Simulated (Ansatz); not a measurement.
Relaxed NiSi₂ (fluorite type, space group Fm-3m):

```yaml
crystal:
  lattice:
    - [0.00000, 2.69495, 2.69495]
    - [2.69495, 0.00000, 2.69495]
    - [2.69495, 2.69495, 0.00000]
  atoms:
    - { symbol: Ni, position: [0.00000, 0.00000, 0.00000] }
    - { symbol: Si, position: [0.25000, 0.25000, 0.25000] }
    - { symbol: Si, position: [0.75000, 0.75000, 0.75000] }
```

Scan: atom 3 (Si, nearest neighbour Ni at 2.334 Å; its periodic images, 3.8 Å or more away, move with it) is displaced towards the nearest neighbour, direction (0.577, 0.577, 0.577) in Cartesian axes, by s. The other atoms stay.

Calculation: PBEsol (plane waves to 420 eV, PAW, scalar-relativistic; Ansatz, an electronic-structure program). k mesh 12×12×12 (Γ-centred), Fermi-Dirac smearing 0.05 eV. The energy includes the smearing's −TS. With partly filled bands, energies and forces of such displacements shift with the k mesh and the smearing. On this mesh the relaxed cell isn't quite at rest: it carries a pressure of -0.1 GPa (compression positive) at the zero of the scan. NiSi2 is run without spin polarisation. NiSi2 was relaxed with its symmetry unable to fall. The zero of ΔE is the undisplaced structure. The last digit holds for this mesh only.

```json
[
 {"s (Å)": "-0.230", "ΔE (meV/cell)": "184.7"},
 {"s (Å)": "-0.184", "ΔE (meV/cell)": "121.8"},
 {"s (Å)": "-0.138", "ΔE (meV/cell)": "withheld"},
 {"s (Å)": "-0.092", "ΔE (meV/cell)": "32.2"},
 {"s (Å)": "-0.046", "ΔE (meV/cell)": "8.3"},
 {"s (Å)": "0.000", "ΔE (meV/cell)": "0.0"},
 {"s (Å)": "0.046", "ΔE (meV/cell)": "8.9"},
 {"s (Å)": "0.092", "ΔE (meV/cell)": "36.9"},
 {"s (Å)": "0.138", "ΔE (meV/cell)": "86.8"},
 {"s (Å)": "0.184", "ΔE (meV/cell)": "161.5"},
 {"s (Å)": "0.230", "ΔE (meV/cell)": "264.3"}
]
```

Problem. Fit a polynomial form (powers 2, 3, 4) to the given rows and predict ΔE at s = -0.138.

Solution. Least squares on the 10 given rows: ΔE = (4059)·s² + (3251)·s³ + (3510)·s⁴, in meV/cell with s in Å; root-mean-square residual 0.27 meV/cell. At -0.138 the fit gives 70.0 meV/cell; the calculation gives 70.4 meV/cell, so the interpolation is off by -0.4 (-0.6 %). The quadratic term alone would give 77.3 meV/cell.

(A displaced cell: forces are minus the slopes of the energy, force constants its curvatures, and phonons follow from these.)
